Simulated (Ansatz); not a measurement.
NbTe in the zincblende structure

Method: PBEsol, scalar-relativistic; collinear spin; PAW, 420 eV, Γ-centred 8×8×8 mesh, 0.05 eV Gaussian smearing; code Ansatz; PAW files: Ansatz's generated set soft_2.

```yaml
crystal:
  lattice:
    - [0.00000, 3.13428, 3.13428]
    - [3.13428, 0.00000, 3.13428]
    - [3.13428, 3.13428, 0.00000]
  atoms:
    - { symbol: Nb, position: [0.00000, 0.00000, 0.00000] }
    - { symbol: Te, position: [0.25000, 0.25000, 0.25000] }
```

The cell came from substitution into a structure type; whether the compound takes it is for experiment to say.

Magnetic state: ferromagnetic, site spin moments Nb 1.36 μB.

Cell and atoms are those of this level's equilibrium.

The cell has space group F-43m (read at 0.01 Å). In it the stress is 0.00, 0.00, 0.00, 0.00, 0.00, 0.00 GPa and the largest force component 0.000 eV/Å. Each change below starts from this cell, without further relaxation. Stress is in GPa, positive in compression, in the order xx, yy, zz, yz, xz, xy; energies are counted from the cell above and are free energies with the smearing's entropy, which match forces and stress in a metal.

Question: What happens when atom 1 (Nb) is moved by 0.08 Å along z?

Answer: The energy changes by 28.0 meV per cell, and the force on it along the shift is -0.720 eV/Å (−F/u = 9.00 eV/Å²). Stress: 0.30, 0.30, 0.09, 0.00, 0.00, 2.86. Spin moments: Nb 1.34 μB.
```
atom  Fx (eV/Å)     Fy      Fz
 Nb1      0.000  0.000  -0.720
 Te2      0.000  0.000   0.720
```
In a harmonic crystal the energy would rise by −½F·u = ½ × 9.00 × 0.08² eV = 28.8 meV, which matches.

Question: A single strain component, atoms carried along, gave the stress 0.01, 0.01, 0.01, 0.00, -0.54, 0.00. Which component, and about how large?

Answer: An engineering strain of 1 % in xz; the energy changes by 1.1 meV per cell.

 Scalar-relativistic only: spin–orbit splittings of the heavy atoms' levels are missing. Site moments are of spin, integrated over atomic spheres. Only parallel moments were tried, so the real magnetic order may be another.
